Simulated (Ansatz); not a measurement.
# TaO3: generalised stacking fault

Computed with DFT r2SCAN, scalar-relativistic, plane waves, PAW in Ansatz. The runs took a 500 eV cutoff, a Γ-centred 12×12×4 mesh and Gaussian smearing (0.15 eV). Spin–orbit coupling is left out, which matters for the heavy elements here. Collinear spins, started from moments 0.0, 0.0, 0.0, 0.4, 0.4, 0.4, 0.4, 0.4, 0.4, 0.4, 0.4, 0.4 μB in atom order; the magnetic state may not be the lowest. Energies are free energies at this smearing, counted from the undisturbed cell; pressure is positive in compression.

The starting cell (relaxed at this level; with this scan's settings it stands at -0.1 GPa; it needn't be the usual structure):

```yaml
crystal:
  lattice:
    - [0.00000, -3.92764, 0.00000]
    - [0.00000, 0.00000, -3.92764]
    - [11.78292, 0.00000, 0.00000]
  atoms:
    - { symbol: Ta, position: [0.50000, 0.50000, 0.08332] }
    - { symbol: Ta, position: [0.50000, 0.50000, 0.41665] }
    - { symbol: Ta, position: [0.50000, 0.50000, 0.74998] }
    - { symbol: O, position: [0.50000, 0.50000, 0.24998] }
    - { symbol: O, position: [0.50000, 0.50000, 0.58332] }
    - { symbol: O, position: [0.50000, 0.50000, 0.91665] }
    - { symbol: O, position: [0.50000, 0.00000, 0.08332] }
    - { symbol: O, position: [0.50000, 0.00000, 0.41665] }
    - { symbol: O, position: [0.50000, 0.00000, 0.74998] }
    - { symbol: O, position: [0.00000, 0.50000, 0.08332] }
    - { symbol: O, position: [0.00000, 0.50000, 0.41665] }
    - { symbol: O, position: [0.00000, 0.50000, 0.74998] }
```

The cut lies on the cell's a–b face, a (1 0 0) plane (indices in the standard cell, whose axes needn't be the Cartesian ones shown) of area 15.43 Å², between layers 1.96 Å apart. Vector c is tilted by f times 1·a + 0·b (length 3.928 Å) with the atoms' Cartesian places fixed: one unrelaxed fault a cell. The cell is metallic on the mesh throughout.

Task: Over the sampled range (0.0000 to 0.4000), is the undisturbed cell the lowest point?

Result: Yes, every other sampled point lies higher.

The scan:

| f | γ (mJ/m²) |
| --- | --- |
| 0.0000 | 0 |
| 0.1000 | 122 |
| 0.2000 | 443 |
| 0.4000 | 1544 |

Cost: 4 runs of about 28 core-minutes in all, on AMD EPYC 9R45 (Zen 5) (shared hosts).